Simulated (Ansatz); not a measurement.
ZnInNO in space group P3m1 (No. 156; In on 1b, Zn on 1c, O on 1b, N on 1c) under volume change, PBEsol (plane waves, PAW; program Ansatz), shape and atoms relaxed at each volume.

```csv
V (Å³/atom),E − E(relaxed) (meV/atom),P (GPa)
12.580,[?],[?]
12.995,[?],[?]
13.409,5.4,4.33
13.824,0.0,0.00
14.239,4.9,-3.69
14.654,18.6,-6.82
15.068,39.8,-9.48
```

**Question.** What belongs in the gaps?

**Answer.** 
- 12.580, E − E(relaxed) (meV/atom): 54.8
- 12.580, P (GPa): 15.32
- 12.995, E − E(relaxed) (meV/atom): 23.0
- 12.995, P (GPa): 9.40

**Question.** What does a third-order Birch–Murnaghan fit give for V₀, B₀ and B′?

**Answer.** V₀ = 13.82 Å³/atom, B₀ = 133 GPa, B′ = 4.3.

The start of the workflow was typed in or built on a structure type; neither database checked (COD, Materials Project) lists it. Its standing as an ambient phase is unchecked. Symmetry was held in the PBEsol relaxation; whether a distortion lowers the energy is not shown. Scalar-relativistic: spin–orbit coupling is off unless named, which matters more the heavier the elements.

Potentials: the earlier of the program's two PAW sets. The files were generated under PBE; for other functionals the program regenerates the frozen cores, and for LDA and PBEsol the local potential too.
